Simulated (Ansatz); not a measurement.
Y3Cu4Ge4:
```
Y3Cu4Ge4
1.0
   -2.09171     3.31377     6.94022
    2.09171    -3.31377     6.94022
    2.09171     3.31377    -6.94022
Y Cu Ge
3 4 4
Direct
  0.50000   0.00000   0.50000
  0.86933   0.86933   0.00000
  0.13067   0.13067   0.00000
  0.48042   0.66861   0.81181
  0.51958   0.33139   0.18819
  0.85680   0.66861   0.18819
  0.14320   0.33139   0.81181
  0.28310   0.78310   0.50000
  0.71690   0.21690   0.50000
  0.80939   0.50000   0.30939
  0.19061   0.50000   0.69061
```

Relaxed with r²SCAN. Special points in fractions of this cell's reciprocal vectors: Γ (0.000, 0.000, 0.000); X (0.500, 0.500, -0.500); F2 (0.273, 0.727, -0.273); Σ0 (-0.273, 0.273, 0.273); Y0 (0.307, -0.307, 0.307); U0 (0.693, 0.307, -0.307); R (0.000, 0.500, 0.000); W (0.250, 0.250, 0.250); S (0.500, 0.000, 0.000); T (0.000, 0.000, 0.500).

Q: List the band energies nearest the Fermi level at these points for DFT-r²SCAN in the program Ansatz with PAW potentials.

A: In eV from the Fermi level; about four levels below and three above (degenerate sets whole), none deeper than 8.9 eV; points with the same levels are listed once.

```
k                     below           above
--  -----------------------  --------------
Γ   -1.30 -0.98 -0.97 -0.06  0.67 1.12 1.24
X   -1.73 -1.51 -1.02 -0.70  0.14 0.45 1.46
F2  -1.39 -1.39 -1.16 -1.06  1.55 1.58 1.65
Y0  -0.71 -0.49 -0.20 -0.10  0.63 0.71 2.30
R   -1.51 -1.29 -1.22 -0.82  0.83 1.70 1.99
W   -1.57 -1.51 -0.98 -0.70  0.63 1.46 2.04
S   -0.99 -0.63 -0.39 -0.26  1.26 1.37 1.62
T   -1.58 -1.54 -1.17 -0.45  1.02 1.11 2.11
```

Space group Immm. The workflow started from a Materials Project entry (that database holds measured and hypothetical structures alike); the Crystallography Open Database copy checked does not list it. Its standing as an ambient phase is unchecked. Symmetry was held in the r²SCAN relaxation; its stability against distortions is not shown here. The run is not spin-polarised. Spin–orbit coupling is left out wherever it is not named.

Potentials: the later of the program's two PAW sets.
